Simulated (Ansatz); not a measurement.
A plane-wave DFT run in Ansatz 0.2.0 (scalar-relativistic PAW potentials unless the input names others): input and command.

```yaml
crystal:
  lattice:
    - [3.9749635532, 0.0, -0.0024746619]
    - [0.0, 3.9749643235, 0.0]
    - [-1.9887701195, 0.0, 2.087248191]
  atoms:
    - { symbol: Au, position: [0.0, 0.0, 0.0] }
    - { symbol: Au, position: [0.5, 0.5, 0.0] }
basis:
  ecutwfc: "500 eV"
kpoints:
  mp_grid: { grid: [9, 9, 16] }
hamiltonian:
  xc: lda
scf:
  occupations: { method: gaussian, width: 0.1 }
output:
  forces: true
  eigenvalues: true
  stress: true
```

```bash
ansatz run input.yaml --threads 4 --pin off --max-ram 8192MiB --backend cpu --events-out ev --progress --plain --runs-dir out
```

Abridged log:
```
Basis set: ecut = 500 eV, 831 PW (Γ)
Bands: 23, of which v1, the nominal top of the filled ones, is band 19 counted from 1 (18 counted from 0)
Symmetry: 8 space group operations
k-points: 365 of 1296
SCF iter   1: F=—  HF=-25729.911666 eV  |F-HF|=—  |Δ(HF+E_count)|=         —  Δρ=8.09e-3  dr2=1.40e-2  ethr=1.77e-3  ⟨swp⟩=4.6  Hψ=31104  notcnv=0
SCF iter   2: F=—  HF=-25729.908917 eV  |F-HF|=—  |Δ(HF+E_count)|=   2.75e-3  Δρ=3.85e-3  dr2=2.63e-3  ethr=3.69e-5  ⟨swp⟩=2.0  Hψ=15169  notcnv=0
SCF iter   3: F=—  HF=-25729.907959 eV  |F-HF|=—  |Δ(HF+E_count)|=   9.59e-4  Δρ=5.92e-4  dr2=3.76e-5  ethr=6.93e-6  ⟨swp⟩=2.0  Hψ=11254  notcnv=0
SCF iter   4: F=—  HF=-25729.907955 eV  |F-HF|=—  |Δ(HF+E_count)|=   3.93e-6  Δρ=7.12e-5  dr2=7.60e-7  ethr=9.89e-8  ⟨swp⟩=2.0  Hψ=13567  notcnv=0
SCF iter   5: F=-25729.907955 eV  HF=-25729.907955 eV  |F-HF|=4.51e-9  |Δ(HF+E_count)|=   1.55e-9  Δρ=9.92e-6  dr2=2.43e-8  ethr=2.00e-9  ⟨swp⟩=2.9  Hψ=16787  notcnv=0
SCF iter   6: F=-25729.907955 eV  HF=-25729.907955 eV  |F-HF|=2.51e-10  |Δ(HF+E_count)|=  9.75e-10  Δρ=1.75e-6  dr2=7.97e-10  ethr=6.40e-11  ⟨swp⟩=1.5  Hψ=25740  notcnv=0
SCF 1 converged in 6 iterations: F = -25729.907955 eV  dr2 = 7.97e-10
SCF converged after 6 iterations
Free energy (F): -25729.907955 eV
Harris-Foulkes:  -25729.907955 eV  (|F-HF|=2.51e-10)
Internal energy: -25729.904868 eV  (E = F + TS)
E sigma→0 (E₀):  -25729.906411 eV
Entropy (-TS):   -0.003087 eV (-1.543 meV/atom)
Fermi energy:    21.210629 eV
--- Forces (eV/Å), atoms counted from 1 ---
  atom   1  Au     0.00000000     0.00000000     0.00000000
  atom   2  Au     0.00000000     0.00000000     0.00000000
--- Stress (GPa, compression-positive) ---
        2.058909       0.000000      -0.035222
        0.000000       1.484977       0.000000
       -0.035222       0.000000      -0.045578
  P = ⅓ Tr σ = 1.1661 GPa (11.661 kbar)
```

Apart from outputs, empty bands and the relaxation, which only the reference makes, the input differs from a reference run on usual settings in basis.ecutwfc: 420 → "500 eV". The reference, at the same geometry, ended its own course with pressure 1.17 GPa, largest force 0.000 eV/Å, no gap on the mesh. This run converged in 6 SCF iterations with an energy at zero smearing 0.90 meV/atom below the reference's, pressure 1.17 GPa, largest force 0.000 eV/Å, no gap on the mesh.

Time: 2.1 s on 4 threads of Intel(R) Xeon(R) 6975P-C (Granite Rapids) (shared host), peak memory 0.56 GiB.